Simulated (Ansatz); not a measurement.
ScTi3N (anti-perovskite, Pm-3m) at seven volumes, the program Ansatz at the r²SCAN level (PAW), scaled uniformly. One row is withheld.

```json
[
 {"V (Å³/atom)": "13.881", "P (GPa)": "16.05"},
 {"V (Å³/atom)": "14.339", "P (GPa)": "9.94"},
 {"V (Å³/atom)": "14.796", "P (GPa)": "4.62"},
 {"V (Å³/atom)": "15.254", "P (GPa)": "0.00"},
 {"V (Å³/atom)": "15.711", "P (GPa)": "?"},
 {"V (Å³/atom)": "16.169", "P (GPa)": "-7.39"},
 {"V (Å³/atom)": "16.627", "P (GPa)": "-10.34"}
]
```

Problem. Fit the shown pressures and predict the withheld one.

Solution. Third-order Birch–Murnaghan: P = (3/2)B₀(x^(7/2) − x^(5/2))[1 + (3/4)(B′ − 4)(x − 1)] with x = (V₀/V)^(2/3). Least squares on the six rows gives V₀ = 15.256 Å³/atom, B₀ = 141.9 GPa, B′ = 3.83. At V = 15.711, x = 0.9806 and P = -3.94 GPa. The run itself gave -3.98 GPa.

The start of the workflow was typed in or built on a structure type; neither database checked (COD, Materials Project) lists it. Whether it is the stable phase at ambient conditions was not checked. The r²SCAN relaxation kept the symmetry of its start; its stability against distortions is not shown here. The workflow began spin-polarised and lost its moments.

Potentials: the earlier of the program's two PAW sets. The files were generated under PBE; for other functionals the program regenerates the frozen cores, and for LDA and PBEsol the local potential too.
